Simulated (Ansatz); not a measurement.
All numbers below come from DFT PBE, scalar-relativistic, plane waves, PAW (Ansatz 0.2.0). All cells share a 420 eV cutoff and Γ-centred k meshes spaced about 0.3 Å⁻¹ or finer (0.25 for metals, 2π included). No spin polarisation.

Relaxed structures of Ti₂RuC₃, with energies over the first row. Coordination counts C atoms around Ru and Ti (those within 1.25 times the shortest such distance or 1.15 times the sum of covalent radii).

```
#   form                           sites  V (Å³/atom)  coordination  ΔE (meV/atom)
1  P-3m1          Ti 2d; Ru 1a; C 1b, 2d         10.1    Ti 6, Ru 6              0
2   Immm          Ti 4i; Ru 2a; C 4j, 2d         10.0    Ti 6, Ru 6              0
3     Cm  Ti 2a, 2a; Ru 2a; C 2a, 2a, 2a         10.0    Ti 7, Ru 4            115
```

A further structure, relaxed alike:

```
Ti Ru C
1.0
    -1.52726    1.52726    6.44823
     1.52726   -1.52726    6.44823
     1.52726    1.52726   -6.44823
Ti Ru C
2 1 3
Direct
  0.66765 0.66765 0.00000
  0.33235 0.33235 0.00000
  0.00000 0.00000 0.00000
  0.83326 0.83326 0.00000
  0.16674 0.16674 0.00000
  0.50000 0.50000 0.00000
```

Task: Place it among the others.

Result: It falls between rows 2 and 3, 17 meV/atom above row 1, with space group I4/mmm (No. 139) and 10.0 Å³/atom. Counting C atoms around Ru and Ti, this cell and row 1 both have Ti 6, Ru 6. Ti is surrounded by 6 C at 2.14–2.16 Å, 8 Ti at 3.03–3.05 Å and 4 Ru at 3.06 Å; Ru has 6 C at 2.15–2.16 Å, 4 Ru at 3.05 Å and 8 Ti at 3.06 Å; around C on a site of symmetry 4mm lie 5 Ti at 2.14–2.16 Å and 1 Ru at 2.15 Å; C on a site of symmetry 4/mmm is surrounded by 4 Ru at 2.16 Å and 2 Ti at 2.16 Å.

The k mesh leaves some 4 meV/atom of noise in the energy of each metallic cell. Trial moments fell under 0.15 μB along the way in P-3m1, Immm, I4/mmm and Cm; another start might hold them. With atoms moved at random, row 1 (by 17 meV/atom) fell into a lower structure. Row 2, row 3 and the further cell had no clear such test and can be saddle points.
